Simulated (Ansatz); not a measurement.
**Cs₂SrAgBr₆: single run (Ansatz)**

The command:

```bash
ansatz run input.yaml --threads 1 --pin off --max-ram 2560MiB --backend cpu --events-out ev --progress --plain --runs-dir out
```

Input:

```yaml
crystal:
  lattice:
    - [0.0, 5.610278, 5.610278]
    - [5.610278, 0.0, 5.610278]
    - [5.610278, 5.610278, 0.0]
  atoms:
    - { symbol: Sr, position: [0.0, 0.0, 0.0] }
    - { symbol: Ag, position: [0.5, 0.5, 0.5] }
    - { symbol: Cs, position: [0.25, 0.25, 0.25] }
    - { symbol: Cs, position: [0.75, 0.75, 0.75] }
    - { symbol: Br, position: [0.25055, 0.74945, 0.25055] }
    - { symbol: Br, position: [0.25055, 0.74945, 0.74945] }
    - { symbol: Br, position: [0.74945, 0.25055, 0.74945] }
    - { symbol: Br, position: [0.74945, 0.25055, 0.25055] }
    - { symbol: Br, position: [0.25055, 0.25055, 0.74945] }
    - { symbol: Br, position: [0.74945, 0.74945, 0.25055] }
  symmetry: { tolerance: 0.0003 }
kpoints:
  mp_grid: { grid: [3, 3, 3], shift: [0, 0, 0] }
magnetization:
  spin_polarized: false
scf:
  occupations: { method: fermi_dirac, width: 0.1193 }
hamiltonian:
  pseudopotentials: { kind: paw }
  xc: pbe
total_charge: 0
basis:
  ecutwfc: 420
output:
  forces: true
  stress: true
  eigenvalues: true
```

Origin of the cell: a known structure type with other elements, at an estimated volume, so it need not be a known compound.

Output (shortened):

```
SCF iter   1: F=—  HF=-39189.166913 eV  Δρ=1.33e-3  dr2=1.56e-2
SCF iter   2: F=—  HF=-39189.169763 eV  Δρ=1.38e-3  dr2=1.51e-2
SCF iter   3: F=—  HF=-39189.165707 eV  Δρ=1.74e-4  dr2=1.59e-4
SCF iter   4: F=—  HF=-39189.165729 eV  Δρ=8.34e-5  dr2=2.43e-5
SCF iter   5: F=—  HF=-39189.165649 eV  Δρ=3.94e-5  dr2=1.05e-5
SCF iter   6: F=—  HF=-39189.165648 eV  Δρ=2.88e-5  dr2=4.70e-6
SCF iter   7: F=—  HF=-39189.165647 eV  Δρ=6.62e-6  dr2=2.09e-7
SCF iter   8: F=-39189.165647 eV  HF=-39189.165647 eV  Δρ=1.38e-6  dr2=6.44e-9
SCF 1 converged in 8 iterations: F = -39189.165647 eV  dr2 = 6.44e-9
SCF converged after 8 iterations
Free energy (F): -39189.165647 eV
Harris-Foulkes:  -39189.165647 eV  (|F-HF|=3.61e-9)
Internal energy: -39188.943988 eV  (E = F + TS)
E sigma→0 (E₀):  -39189.054817 eV
Entropy (-TS):   -0.221660 eV (-22.166 meV/atom)
Fermi energy:    3.376020 eV
--- Per-component energies (eV) ---
  E_band       = -759.943667
  E_kinetic    = 1863.262150
  E_local      = -7131.235051  (includes V_loc(G=0)·N_el)
  E_nonlocal   = 767.448466
  E_hartree    = 2789.677568
  E_xc         = -2295.838458
  E_vxc        = -1273.661335  (∫ρ·V_xc dr)
  E_paw        = -30211.401192  (= ΣΔE_a)
  E_vpaw       = -565.109514  (= ΣTr[D̂ρ^β])
  E_aug_tail   = 0.000317  (compensation charges beyond the density's cutoff)
  E_ewald      = -4970.857788
  E_smearing   = -0.221660  (= −TS)
  Σ components = -39189.165647   (vs F -39189.165647, Δ=0.00e0)
--- Forces (eV/Å), atoms counted from 1 ---
  atom   1  Sr     0.000000     0.000000     0.000000
  atom   2  Ag     0.000000    -0.000000     0.000000
  atom   3  Cs    -0.000000    -0.000000     0.000000
  atom   4  Cs    -0.000000    -0.000000     0.000000
  atom   5  Br    -0.000000     0.962150     0.000000
  atom   6  Br    -0.962150     0.000000     0.000000
  atom   7  Br    -0.000000    -0.962150    -0.000000
  atom   8  Br     0.962150    -0.000000     0.000000
  atom   9  Br    -0.000000     0.000000     0.962150
  atom  10  Br     0.000000    -0.000000    -0.962150
  max |Σ_I F_I| component: 3.33e-16 eV/Å
--- Stress (GPa, compression-positive) ---
        2.345215       0.000000       0.000000
        0.000000       2.345215      -0.000000
        0.000000       0.000000       2.345215
  P = ⅓ Tr σ = 2.3452 GPa (23.452 kbar)
```

Caveats: no moments, though an odd count or open d shells may carry them; the k mesh is coarse if the cell is a metal.

It ran for 3 s of wall time on 1 CPU thread(s) of a shared host, from the program's own first density.
